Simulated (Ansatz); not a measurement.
**Lu: one input, then a changed one**

The cell is the one relaxed in the Materials Project (mp-145), not relaxed further here; entries there can be hypothetical.

First run: DFT, r2SCAN, all-electron PAW with datasets made for the crystal, scalar-relativistic (Ansatz 0.2.0).

Command: `ansatz run input.yaml --threads 1 --pin off --max-ram 2048MiB --backend cpu --events-out ev --progress --plain --runs-dir out` The run took 73 s on 1 thread of Arm Neoverse V1 (shared host), peak memory 0.9 GiB.

```yaml
crystal:
  lattice:
    - [3.5180521701, 0.0, 0.0]
    - [-1.7590260851, 3.0467225512, 0.0]
    - [0.0, 0.0, 5.44608434]
  atoms:
    - { symbol: Lu, position: [0.3333333333, 0.6666666667, 0.25] }
    - { symbol: Lu, position: [0.6666666667, 0.3333333333, 0.75] }
kpoints:
  mp_grid: { grid: [12, 12, 7] }
  band_path:
    path:
      - [0.0, 0.0, 0.0]
      - [0.5, 0.0, 0.0]
      - [0.3333333333, 0.3333333333, 0.0]
      - [0.0, 0.0, 0.0]
      - [0.0, 0.0, 0.5]
      - [0.5, 0.0, 0.5]
      - [0.3333333333, 0.3333333333, 0.5]
      - [0.0, 0.0, 0.5]
      - [0.5, 0.0, 0.5]
    npoints: 8
scf:
  occupations: { method: fermi_dirac, width: 0.03 }
hamiltonian:
  xc: r2scan
  pseudopotentials: { kind: all_electron, datasets: crystal }
output:
  forces: true
  stress: true
  eigenvalues: true
  efg: { contact_densities: true }
```

Result: converged; pressure -0.33 GPa; no gap on the k mesh; 11 SCF iterations.

Spin–orbit coupling is left out, though it moves levels of the heavy atoms by tenths of an eV or more.

The input is then changed:

```diff
@@ -23,4 +23,5 @@
 scf:
   occupations: { method: fermi_dirac, width: 0.03 }
+  n_extra_bands: 32
 hamiltonian:
   xc: r2scan
@@ -31,3 +32,5 @@
   eigenvalues: true
   efg: { contact_densities: true }
+basis:
+  xc_grid: 2
```

(1) What does the second run give?

Answers

(1) It converged; energy at zero smearing 0.0 meV/atom from the first run; pressure -0.33 GPa; no gap on the k mesh; 11 SCF iterations.
